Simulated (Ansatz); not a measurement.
## Relaxing a structure of La

The start is a relaxed La cell displaced along its unstable phonon at q = (½, 0, 0) of its primitive reciprocal cell (63i cm⁻¹), largest move 0.15 Å. The structure is fully relaxed (lattice and positions, P = 0) with PBEsol (plane waves to 420 eV, PAW, scalar-relativistic; Ansatz, a program for electronic structure). The first steps use a coarse 11×11×11 k-mesh.

The start:
```
La
1.0
   -4.11072     4.11072     4.11072
    2.05536    -2.05536     2.05536
    2.05536     2.05536    -2.05536
La
2
Direct
  0.00000   0.97420   0.02580
  0.50000   0.02580   0.97420
```

Q: Is the parent structure recovered?

A: It does not go back: it reaches P6₃/mmc (No. 194), AFLOW prototype A_hP2_194_c (A3, as in Mg), 0.11 eV/atom below the parent.

Q: Is the relaxed structure metallic? Give its gap.

A: No gap (metallic).

Final values are on a 15×15×8 k-mesh of the relaxed cell. No spin polarisation in the result.

The run could not lose the symmetry of its start.

Of the parent cell (Im-3m (No. 229)): This is a known allotrope of La, reached from a generated start. Known forms of La include space group No. 194.
